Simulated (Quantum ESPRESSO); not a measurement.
**Kohn-Sham bands of CoSn (P6/mmm)**

```
CELL_PARAMETERS angstrom
      5.24604     0.00000     0.00000
     -2.62302     4.54320     0.00000
      0.00000     0.00000     4.18759
ATOMIC_POSITIONS crystal
  Co 0.00000 0.50000 0.00000
  Co 0.50000 0.00000 0.00000
  Co 0.50000 0.50000 0.00000
  Sn 0.66667 0.33333 0.50000
  Sn 0.33333 0.66667 0.50000
  Sn 0.00000 0.00000 0.00000
```

Materials Project entry mp-20536; symmetrised, unrelaxed at this level. Not found in the COD (Crystallography Open Database) copy used; not checked further. Computed values, not measurements, from PBEsol: Quantum ESPRESSO (norm-conserving PseudoDojo potentials, cutoff 77 Ry, no spin polarisation, no spin-orbit coupling) on a Γ-centred 4×4×6 mesh, then Wannier90. Density: 12×12×10 mesh, cold smearing 0.01 Ry. A non-magnetic state is assumed; magnetic ones were not tried. Spin-orbit coupling is left out although heavy elements are present.

Energies are relative to the Fermi level; weights are on the orthonormalised atomic waves of the pseudopotential files, averaged over the group. 93 electrons a cell are treated as valence.

### Question
Into which isolated groups do the bands fall, where do they lie and what are they made of?

### Answer
```
bands  from (eV)  to (eV)  filling  weight on atomic waves
-----  ---------  -------  -------  ----------------------
1–3       -94.11   -94.10   filled              Co 3s 98 %
4–12      -57.61   -57.44   filled             Co 3p 100 %
13–27     -21.40   -21.07   filled             Sn 4d 100 %
```

No gap over 0.05 eV opens at the Fermi level at this level of theory.
